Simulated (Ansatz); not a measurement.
SnSe:
```xyz
8
Lattice="8.6822 0.0000 0.0000 0.0000 4.0769 0.0000 0.0000 0.0000 6.4064" Properties=species:S:1:pos:R:3 pbc="T T T"
Sn     4.2770     1.0192     4.6921
Sn     8.6181     1.0192     4.9175
Sn     4.4052     3.0577     1.7143
Sn     0.0641     3.0577     1.4889
Se     5.8925     1.0192     0.5871
Se     1.5514     1.0192     2.6161
Se     2.7897     3.0577     5.8193
Se     7.1308     3.0577     3.7903
```

Relaxed with r²SCAN.

Q: Map the electron localisation function on the plane through (0.493, 0.250, 0.732) spanned by u = [1, 0, 0] and v = [0, 0, 1] in lattice vectors, from the program Ansatz at the r²SCAN level (PAW).

A: x is the fraction of u, y of v (the angle between them is 90°; rows are the nearest grid lines); atoms in the plane: Sn at (0.00, 0.00), Sn at (0.50, 0.04), Se at (0.19, 0.36), Se at (0.69, 0.68).
```
y \ x   0.000  0.100  0.175  0.275  0.375  0.450  0.550  0.625  0.725  0.825  0.900   1.00
------  -----  -----  -----  -----  -----  -----  -----  -----  -----  -----  -----  -----
1.00    0.002  0.365  0.260  0.037  0.236  0.065  0.066  0.318  0.049  0.129  0.321  0.002
0.938   0.022  0.418  0.302  0.042  0.195  0.265  0.257  0.299  0.207  0.111  0.352  0.022
0.844   0.446  0.621  0.156  0.036  0.114  0.165  0.341  0.745  0.774  0.224  0.357  0.446
0.781   0.607  0.519  0.052  0.025  0.054  0.082  0.596  0.802  0.804  0.580  0.166  0.607
0.688   0.082  0.039  0.025  0.017  0.017  0.051  0.659  0.562  0.387  0.780  0.086  0.082
0.625   0.041  0.092  0.212  0.087  0.014  0.053  0.646  0.660  0.582  0.776  0.077  0.041
0.531   0.098  0.589  0.734  0.716  0.054  0.040  0.434  0.722  0.796  0.563  0.036  0.098
0.469   0.208  0.726  0.751  0.820  0.151  0.033  0.166  0.504  0.651  0.177  0.021  0.208
0.375   0.321  0.719  0.117  0.836  0.272  0.041  0.045  0.044  0.048  0.016  0.016  0.321
0.312   0.279  0.750  0.285  0.838  0.197  0.143  0.207  0.051  0.015  0.022  0.028  0.279
0.219   0.200  0.752  0.810  0.765  0.158  0.491  0.590  0.555  0.025  0.052  0.099  0.200
0.156   0.251  0.442  0.677  0.425  0.278  0.395  0.416  0.579  0.033  0.083  0.179  0.251
0.0625  0.025  0.311  0.211  0.043  0.277  0.054  0.052  0.394  0.039  0.123  0.279  0.025
0.000   0.002  0.365  0.260  0.037  0.236  0.065  0.066  0.318  0.049  0.129  0.321  0.002
```

The density is the valence pseudo-density with augmentation charge, so density and ELF within about 1 Å of a nucleus are not all-electron values.

Space group Pnma. The r²SCAN relaxation kept the symmetry of its start. The volume moved by 45 % from the start of the relaxation. Spin–orbit coupling is left out wherever it is not named.

Potentials: the later of the program's two PAW sets.
